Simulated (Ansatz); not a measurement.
Theory: DFT PBE, scalar-relativistic, plane waves, PAW in Ansatz 0.2.0. All cells share a 420 eV cutoff and Γ-centred k meshes spaced at most about 0.3 Å⁻¹ (about 0.25 or finer for metals, 2π included). No spin polarisation in the final relaxations.

All energies are static (0 K, no zero-point motion).

Two relaxed structures of Ta₂GeO:

A.

```yaml
crystal:
  lattice:
    - [2.80498, 0.00000, 0.00000]
    - [0.00000, 2.80498, 0.00000]
    - [0.00000, 0.00000, 7.96731]
  atoms:
    - { symbol: Ta, position: [0.00000, 0.00000, 0.13384] }
    - { symbol: Ta, position: [0.50000, 0.50000, 0.53672] }
    - { symbol: Ge, position: [0.00000, 0.00000, 0.79356] }
    - { symbol: O, position: [0.00000, 0.00000, 0.39460] }
```

B.

```yaml
crystal:
  lattice:
    - [3.71680, 0.00000, 0.00000]
    - [0.00000, 3.71680, 0.00000]
    - [0.00000, 0.00000, 8.44837]
  atoms:
    - { symbol: Ta, position: [0.50000, 0.00000, 0.15248] }
    - { symbol: Ta, position: [0.00000, 0.50000, 0.84752] }
    - { symbol: Ta, position: [0.00000, 0.00000, 0.50000] }
    - { symbol: Ta, position: [0.50000, 0.50000, 0.50000] }
    - { symbol: Ge, position: [0.50000, 0.00000, 0.73245] }
    - { symbol: Ge, position: [0.00000, 0.50000, 0.26755] }
    - { symbol: O, position: [0.00000, 0.00000, 0.00000] }
    - { symbol: O, position: [0.50000, 0.50000, 0.00000] }
```

Task: Which form is favoured at zero pressure, and by what margin per atom?

Result: B is lower, by 242 meV/atom. A has space group P4mm (No. 99), 15.7 Å³/atom and no gap on its mesh; B has space group P4/nmm (No. 129), 14.6 Å³/atom and no gap. Counting Ge or Ta atoms around O (for each partner element, those within 1.25 times its shortest distance or 1.15 times the sum of covalent radii, where it is the nearest in units of that sum or under 1.3), A has O 5 and B has O 4. The denser one is the lower, and pressure would at first widen the difference. Both come from invented guesses.

These runs have no spin–orbit coupling, which can matter for Ta. Cells relaxed within their symmetry can be saddle points.
